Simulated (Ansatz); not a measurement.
**Hf2Cu: stiffness from a series of strains**

```yaml
crystal:
  lattice:
    - [-1.58475, 1.58475, 5.56665]
    - [1.58475, -1.58475, 5.56665]
    - [1.58475, 1.58475, -5.56665]
  atoms:
    - { symbol: Hf, position: [0.34000, 0.34000, 0.00000] }
    - { symbol: Hf, position: [0.66000, 0.66000, 0.00000] }
    - { symbol: Cu, position: [0.00000, 0.00000, 0.00000] }
```

Atoms are numbered in the order listed.

Conventional cell: a = 3.170 Å, b = 3.170 Å, c = 11.133 Å, α = 90.00°, β = 90.00°, γ = 90.00°. Around Hf (atom 1) lie 4 Cu at 2.86 Å and 8 Hf at 3.01 to 3.17 Å. Cu (atom 3) is surrounded by 8 Hf at 2.86 Å and 4 Cu at 3.17 Å.

The cell comes from COD entry 1524980, which wasn't checked; take it as a given geometry.

Spin polarisation is left out, and whether a magnetic state lies lower isn't shown here.

No spin–orbit coupling, which matters for the heavy atoms here.

The calculation used Ansatz 0.2.0, DFT, PBEsol, all-electron LAPW, scalar-relativistic.

Settings: a Γ-centred 16×16×16 k mesh, Fermi–Dirac smearing of 0.03 eV, basis error target 1 meV/atom, no spin polarisation.

The strain is applied along the Cartesian axes of the cell as listed (the other components stay zero). Fractional coordinates are held (clamped ions).

σ is the change of stress from the unstrained cell, which is at -3.06 GPa; tension is positive, so slopes are stress–strain coefficients at that pressure. In a metal the k mesh adds noise.

Only quantities that a quadratic follows smoothly over the whole series are listed; rougher ones are left out.

```csv
εzz,σzz (GPa),σxx (GPa)
-0.0200,-3.33,-1.96
-0.0100,-1.64,-0.95
0.0000,0.00,0.00
0.0200,3.11,1.73
```

Problem. Fit the series and read off the stiffness at zero strain.

Solution. Least-squares fits y = p0 + p1 x + p2 x² to the rows give σzz (GPa): p1 = 161, p2 = -270; σxx (GPa): p1 = 92.2, p2 = -290. So C33 = 161 GPa and C13 = 92 GPa, for these axes.

Problem. One run, at εzz = 0.0100, is withheld. Predict its row.

Solution. The fits give 1.58, 0.89; the run gave 1.58, 0.89.
